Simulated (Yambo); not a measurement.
AlAs (zinc blende, space group F-43m, No. 216), G0W0@PBE (Yambo, plasmon pole, terminator in G, 4×4×4 mesh): gap Γ → X in eV by bands and screening block.

```json
[
 {"bands (W and G)": "41", "3 Ry": "1.76", "6 Ry": "1.84", "9 Ry": "1.89", "12 Ry": "1.89", "15 Ry": "1.89"},
 {"bands (W and G)": "68", "3 Ry": "1.77", "6 Ry": "1.88", "9 Ry": "1.95", "12 Ry": "1.95", "15 Ry": "(withheld)"},
 {"bands (W and G)": "105", "3 Ry": "(withheld)", "6 Ry": "1.90", "9 Ry": "1.99", "12 Ry": "2.00", "15 Ry": "2.01"},
 {"bands (W and G)": "154", "3 Ry": "1.79", "6 Ry": "1.91", "9 Ry": "2.02", "12 Ry": "2.03", "15 Ry": "2.05"},
 {"bands (W and G)": "202", "3 Ry": "1.79", "6 Ry": "1.92", "9 Ry": "2.03", "12 Ry": "2.05", "15 Ry": "(withheld)"}
]
```

Question: Estimate the withheld gaps from their neighbours; the computed values follow.

Answer: 
- 68, 15 Ry: 1.96
- 105, 3 Ry: 1.78
- 202, 15 Ry: 2.07

The largest settings aren't shown to be the converged limit.

Spin-orbit coupling is not included.

Geometry relaxed with PBEsol; primitive cell a = 4.0128 Å, b = 4.0128 Å, c = 4.0128 Å, α = 60.00°, β = 60.00°, γ = 60.00°.

The potentials are those of PseudoDojo's stringent table.
